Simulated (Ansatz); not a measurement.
A plane-wave DFT run in Ansatz 0.2.0 (scalar-relativistic PAW potentials unless the input names others): input and command.

```yaml
crystal:
  lattice:
    - [7.0442417143, 0.0, 0.0]
    - [0.0, 4.8421971224, 3.4881737313]
    - [0.0, -4.8421971224, 3.4881737313]
  atoms:
    - { symbol: B, position: [0.9170391339, 0.5079976345, 0.0079976345] }
    - { symbol: B, position: [0.0829608661, 0.0079976345, 0.5079976345] }
    - { symbol: P, position: [0.7303379532, 0.2576214656, 0.9915852753] }
    - { symbol: P, position: [0.7303379532, 0.4915852753, 0.7576214656] }
    - { symbol: P, position: [0.2696620468, 0.7576214656, 0.4915852753] }
    - { symbol: P, position: [0.2696620468, 0.9915852753, 0.2576214656] }
    - { symbol: P, position: [0.9591517182, 0.2427956246, 0.7427956246] }
    - { symbol: P, position: [0.0408482818, 0.7427956246, 0.2427956246] }
basis:
  ecutwfc: 30
kpoints:
  mp_grid: { grid: [4, 6, 6] }
hamiltonian:
  xc: pbe
scf:
  occupations: { method: gaussian, width: 0.02 }
  max_iter: 75
output:
  forces: true
  eigenvalues: true
  stress: true
```

```bash
ansatz run input.yaml --threads 1 --pin off --max-ram 2560MiB --backend cpu --events-out ev --progress --plain --runs-dir out
```

Abridged log:
```
Basis set: ecut = 30 eV, 89 PW (Γ), exchange–correlation on 30×24×24 points (8 copies of the dense FFT grid, shifted against one another)
Bands: 26, of which v1, the nominal top of the filled ones, is band 18 counted from 1 (17 counted from 0)
Symmetry: 4 space group operations
k-points: 39 of 144 (time reversal used)
SCF iter   1: F=—  HF=-4735.575388 eV  |F-HF|=—  |Δ(HF+E_count)|=         —  Δρ=9.08e-2  dr2=4.34e1  ethr=1.77e-3  ⟨swp⟩=1.0  Hψ=3458  notcnv=0
SCF iter   2: F=—  HF=-4725.970374 eV  |F-HF|=—  |Δ(HF+E_count)|=    9.61e0  Δρ=5.20e-2  dr2=1.37e1  ethr=1.77e-3  ⟨swp⟩=3.0  Hψ=2474  notcnv=0  defer=91
SCF iter   3: F=—  HF=-4720.484580 eV  |F-HF|=—  |Δ(HF+E_count)|=    5.49e0  Δρ=4.56e-3  dr2=1.92e-1  ethr=1.77e-3  ⟨swp⟩=3.2  Hψ=2541  notcnv=0  defer=65
automatic band count: iteration 3 solves 25 bands in place of 26: the levels show a gap, and the empty bands left out lie too high to hold charge; the band table lists the bands solved (type scf.n_extra_bands for more)
SCF iter   4: F=—  HF=-4720.424232 eV  |F-HF|=—  |Δ(HF+E_count)|=   6.03e-2  Δρ=1.80e-3  dr2=1.49e-2  ethr=5.32e-4  ⟨swp⟩=2.7  Hψ=2045  notcnv=0  defer=66
SCF iter   5: F=—  HF=-4720.439478 eV  |F-HF|=—  |Δ(HF+E_count)|=   1.52e-2  Δρ=2.67e-4  dr2=3.29e-4  ethr=4.14e-5  ⟨swp⟩=3.2  Hψ=1733  notcnv=0  defer=27
automatic band count: iteration 5 solves 24 bands in place of 25: the levels show a gap, and the empty bands left out lie too high to hold charge; the band table lists the bands solved (type scf.n_extra_bands for more)
SCF iter   6: F=—  HF=-4720.439665 eV  |F-HF|=—  |Δ(HF+E_count)|=   1.88e-4  Δρ=5.49e-5  dr2=1.78e-5  ethr=9.14e-7  ⟨swp⟩=2.7  Hψ=1504  notcnv=0  defer=27
SCF iter   7: F=—  HF=-4718.986297 eV  |F-HF|=—  |Δ(HF+E_count)|=    1.45e0  Δρ=1.34e-4  dr2=8.88e-5  ethr=4.95e-8  ⟨swp⟩=3.2  Hψ=2445  notcnv=0  defer=27
SCF iter   8: F=—  HF=-4718.986290 eV  |F-HF|=—  |Δ(HF+E_count)|=   6.48e-6  Δρ=1.19e-4  dr2=7.13e-5  ethr=4.95e-8  ⟨swp⟩=1.0  Hψ=914  notcnv=0  defer=27
SCF iter   9: F=—  HF=-4718.986266 eV  |F-HF|=—  |Δ(HF+E_count)|=   2.47e-5  Δρ=1.02e-5  dr2=5.97e-7  ethr=4.95e-8  ⟨swp⟩=2.0  Hψ=1531  notcnv=0  defer=27
SCF iter  10: F=-4718.986265 eV  HF=-4718.986265 eV  |F-HF|=1.85e-8  |Δ(HF+E_count)|=   1.30e-7  Δρ=2.96e-6  dr2=3.47e-8  ethr=2.78e-10  ⟨swp⟩=8.2  Hψ=4263  notcnv=0
SCF 1 converged in 10 iterations: F = -4718.986265 eV  dr2 = 3.47e-8
SCF converged after 10 iterations
Free energy (F): -4718.986265 eV
Harris-Foulkes:  -4718.986265 eV  (|F-HF|=1.85e-8)
Internal energy: -4718.986130 eV  (E = F + TS)
E sigma→0 (E₀):  -4718.986198 eV
Entropy (-TS):   -0.000135 eV (-0.017 meV/atom)
Fermi energy:    3.582243 eV
--- Forces (eV/Å), atoms counted from 1 ---
  atom   1  B      6.67686216     0.00000000    12.80738279
  atom   2  B     -6.67686216     0.00000000    12.80738279
  atom   3  P    -14.69360835   -19.16481594    -0.54274640
  atom   4  P    -14.69360835    19.16481594    -0.54274640
  atom   5  P     14.69360835   -19.16481594    -0.54274640
  atom   6  P     14.69360835    19.16481594    -0.54274640
  atom   7  P     12.75895570     0.00000000   -11.65691880
  atom   8  P    -12.75895570     0.00000000   -11.65691880
--- Stress (GPa, compression-positive) ---
       61.544984       0.000000       0.000000
        0.000000      60.156146       0.000000
        0.000000       0.000000      77.460034
  P = ⅓ Tr σ = 66.3871 GPa (663.871 kbar)
```

Task: What should be changed?

Result: The fault is a cutoff far too low (basis.ecutwfc: 420 → 30, the first being the value of the sound run). Setting it back cures it. The log, from which this was withheld above, says: «Warning: basis.ecutwfc = 30 eV is below the records' recommended 420 eV, and the density's cutoff is lower with it unless basis.ecutrho_ratio is high enough to keep the records' density cutoff: compare with a run at a higher cutoff» The run converged all the same, with an energy at zero smearing 15.5 eV/atom above the reference's, pressure 66.39 GPa, largest force 24.155 eV/Å, gap on the mesh 0.03 eV, so convergence alone doesn't show that an input is right. A reference run on usual settings, whose relaxation ended at this geometry, converged, and the end of its own relaxation has pressure 0.02 GPa, largest force 0.001 eV/Å, gap on the mesh 2.14 eV.

Time: 1.2 s on 1 thread of Arm Neoverse V2 (shared host), peak memory 0.24 GiB.